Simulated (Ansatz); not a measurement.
PbSe:
```
PbSe
1.0
    4.38371     0.00000     0.00000
    0.00000     4.41630     0.00000
    0.00000     0.00000    32.00000
Pb Se
2 2
Direct
  0.50000   0.01167   0.54436
  0.00000   0.51167   0.45564
  0.00000   0.48126   0.54273
  0.50000   0.98126   0.45727
```
The layer is periodic in x and y and isolated along z.

Relaxed with r²SCAN+D4. Special points in fractions of this cell's reciprocal vectors: Γ (0.000, 0.000, 0.000); X (0.500, 0.000, 0.000); S (0.500, 0.500, 0.000); Y (0.000, 0.500, 0.000).

Problem. List the band energies nearest the valence-band maximum at these points for r²SCAN+D4 (plane waves, PAW; program Ansatz).

Solution. In eV from the valence-band maximum; about four levels below and three above (degenerate sets whole), none deeper than 8.9 eV; … stands for higher levels left out; points with the same levels are listed once.

| k | below | above |
|---|---|---|
| Γ | -2.55 -1.44 -1.44 -0.41 | 2.19 4.46 … |
| X | -1.11 -1.11 -0.26 -0.26 | 1.94 1.94 2.80 2.80 |
| S | -2.82 -2.82 -1.52 -1.52 | 4.02 4.02 … |
| Y | -1.10 -1.10 -0.22 -0.22 | 1.95 1.95 2.85 2.85 |

Space group Pmn2_1 (puckered). The layer was cut from a bulk entry of the Materials Project (measured or hypothetical); whether that bulk phase is the ambient one, and whether the layer has been isolated, was not checked. The r²SCAN+D4 relaxation kept the symmetry of its start; its stability against distortions is not shown here. Scalar-relativistic: spin–orbit coupling is off unless named, which matters more the heavier the elements.

Potentials: the later of the program's two PAW sets.
